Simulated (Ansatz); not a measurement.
One crystal and one scan (scan of one atom of the cell) at two levels, PBE (plane waves to 420 eV, PAW, scalar-relativistic; Ansatz, a quantum-chemistry and plane-wave program) and PBEsol (plane waves to 420 eV, PAW, scalar-relativistic; Ansatz), each from its own relaxed cell and on its own mesh. The cell shown is that of PBE.

HfO₂ (fluorite)

```
HfO2
1.0
    0.00000     5.09760     5.09760
    2.54880     0.00000     2.54880
    2.54880     2.54880     0.00000
Hf O
2 4
Cartesian
  0.00000   0.00000   0.00000
  0.00000   2.54880   2.54880
  1.27440   1.27440   1.27440
  1.27440   3.82320   3.82320
  3.82320   3.82320   3.82320
  3.82320   6.37200   6.37200
```

In each cell atom 4 (O, nearest neighbour Hf at 2.207 Å; its periodic images, 3.6 Å or more away, move with it) moves by s·(0.577, 0.577, 0.577) (along Cartesian [111]), the rest being held.

Energies are smeared free energies. HfO2 is run without spin polarisation. HfO2 was relaxed with its symmetry unable to fall. Spin-orbit coupling is left out, though Hf is heavy. This is a high-temperature form of HfO2. Percentages come from the unrounded values. Both scans cover s from -0.220 to 0.220 Å.

```json
[
 {"quantity": "Lattice constant a (Å)", "PBE": "5.098", "PBEsol": "5.044", "PBE − PBEsol": "+0.054 (+1.1 %)"},
 {"quantity": "Energy at s = 0.220 Å (meV/cell)", "PBE": "229", "PBEsol": "243", "PBE − PBEsol": "-14 (-6 %)"},
 {"quantity": "Force along the line at s = -0.220 Å (eV/Å)", "PBE": "3.467", "PBEsol": "3.764", "PBE − PBEsol": "-0.297 (-7.9 %)"},
 {"quantity": "Force constant k = d²E/ds² at s = 0 (finite differences) (eV/Å²)", "PBE": "11.36", "PBEsol": "12.19", "PBE − PBEsol": "-0.83 (-6.8 %)"}
]
```

PBE gives the higher value for: lattice constant a. PBE gives the lower value for: energy at s = 0.220 Å; force along the line at s = -0.220 Å; force constant k = d²E/ds² at s = 0. Both give the same symmetry of the curve: not even: the negative side lies higher at ±0.220 Å. Neither level is exact: the differences show how much the result hangs on the functional.

ΔE (meV/cell), each from the undisplaced structure of its own level:

```
s (Å)   PBE  PBEsol
------  ---  ------
-0.220  341     369
-0.176  209     225
-0.132  112     121
-0.088   48      51
-0.044   11      12
0.000     0       0
0.044    11      11
0.088    41      44
0.132    88      94
0.176   152     162
0.220   229     243
```

(A displaced cell: forces are minus the slopes of the energy, force constants its curvatures, and phonons follow from these.)
